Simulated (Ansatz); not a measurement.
# Equation of state of rhodium, omega (AlB2-type)

All numbers below come from DFT, PBEsol, plane waves (420 eV) with PAW, scalar-relativistic in Ansatz 0.2.0. (PAW data from PBE, frozen cores regenerated.)

The cell is scaled uniformly from the relaxed one, with fractional coordinates and shape fixed. Energies are extrapolated to zero smearing, pressures are those at the given smearing. Magnetic state: spin not included.

| V (Å³/atom) | E − E₀ (meV/atom) | P (GPa) |
| --- | --- | --- |
| 12.227 | 215.0 | 48.25 |
| 12.783 | 85.7 | 28.13 |
| 13.338 | 18.5 | 12.33 |
| 13.894 | 0.0 | -0.07 |
| 14.450 | 19.7 | -9.77 |
| 15.006 | 69.3 | -17.33 |
| 15.562 | 142.0 | -23.18 |

(1) Fit a third-order Birch-Murnaghan equation.

## Answers

(1) V₀ = 13.86 Å³/atom, B₀ = 276 GPa, B₀′ = 5.1.
